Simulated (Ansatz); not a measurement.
# Data sheet: HfW₂ (DFT)

HfW2:
```xyz
6
Lattice="0.0000 3.7711 3.7711 3.7711 0.0000 3.7711 3.7711 3.7711 0.0000" Properties=species:S:1:pos:R:3 pbc="T T T"
Hf     0.0000     0.0000     0.0000
Hf     1.8856     1.8856     1.8856
W      4.7139     4.7139     4.7139
W      4.7139     2.8283     2.8283
W      2.8283     2.8283     4.7139
W      2.8283     4.7139     2.8283
```

Space group Fd-3m (No. 227), cubic Laves (MgCu2 type); conventional cell a = b = c = 7.5422 Å, α = β = γ = 90.00°.

Method: the program Ansatz at the PBEsol level (PAW). The cell and atoms are relaxed at this level. Other levels are named where they apply.

**Cell and energy**

```yaml
volume_per_atom: 17.88 Å³
density: 16.91 g/cm³
Formation energy from the elements (no fitted shifts): -0.16 eV/atom
```

**Electronic structure**

```yaml
electronic_character: metallic (no gap)
Density of states at the Fermi level: 0.41 states/eV per atom (mean over ±0.08 eV)
Gap with spin–orbit coupling: none (metallic)
```

**Mechanics**

```yaml
Bulk modulus (Birch–Murnaghan fit): 234 GPa
Pressure derivative B′: 3.9
Elastic constants (relaxed ions, GPa): C11 = 347, C12 = 178, C44 = 108
mechanical_stability: stable (all eigenvalues of C positive)
hill_bulk_and_shear_moduli: 234 and 98.1 GPa
Young's modulus: 258 GPa
Poisson's ratio: 0.32
debye_temperature_from_the_elastic_constants: 307 K
```

**Phonons**

```yaml
highest_zone_centre_frequency: 274 cm^-1
zone_centre_stability: no imaginary mode at Γ
```

The first step of the workflow began from a Materials Project structure, measured or hypothetical; the Crystallography Open Database files this formula in space group No. 227, but the cells were not matched. Its standing as an ambient phase is unchecked. The cell was relaxed with PBEsol under the symmetry of its start. The run is not spin-polarised. As this level gives no gap, shear constants depend on the k-mesh and smearing (Fermi–Dirac, 0.1 eV here). As this level gives no gap, phonon frequencies hold no LO–TO term and depend on the k-mesh and smearing (Fermi–Dirac, 0.1 eV here). The references are the lowest solids computed at this level, not always the standard phases. Spin–orbit coupling is left out wherever it is not named.

Potentials: the later of the program's two PAW sets.
